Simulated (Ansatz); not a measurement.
MoPd:
```
MoPd
1.0
    2.71533     0.00000     0.00000
    0.00000     2.71533     0.00000
    0.00000     0.00000     4.13900
Pd Mo
1 1
Direct
  0.00000   0.00000   0.00000
  0.50000   0.50000   0.50000
```

Relaxed with PBE. Special points in fractions of this cell's reciprocal vectors: Γ (0.000, 0.000, 0.000); X (0.000, 0.500, 0.000); M (0.500, 0.500, 0.000); Z (0.000, 0.000, 0.500); R (0.000, 0.500, 0.500); A (0.500, 0.500, 0.500).

Problem. List the band energies nearest the Fermi level at these points for plane-wave PAW PBE with spin–orbit coupling (Ansatz code).

Solution. In eV from the Fermi level; about four levels below and three above (degenerate sets whole), none deeper than 8.9 eV; points with the same levels are listed once.

```csv
k,below,above
Γ,-1.46 -1.46 -1.08 -1.08,2.01 2.01 2.27 2.27
X,-2.30 -2.30 -2.19 -2.19,0.28 0.28 1.70 1.70
M,-0.41 -0.41 -0.32 -0.32,1.28 1.28 1.30 1.30
Z,-1.41 -1.41 -1.02 -1.02,1.02 1.02 1.14 1.14
R,-2.24 -2.24 -0.01 -0.01,0.39 0.39 0.88 0.88
A,-2.54 -2.54 -0.39 -0.39,0.97 0.97 4.81 4.81
```

Space group P4/mmm (L1₀ or tetragonal B2). The start of the workflow was typed in or built on a structure type; neither database checked (COD, Materials Project) lists it. Whether it is the stable phase at ambient conditions was not checked. Symmetry was held in the PBE relaxation; whether a distortion lowers the energy is not shown. No spin polarisation was allowed.

Potentials: the earlier of the program's two PAW sets.
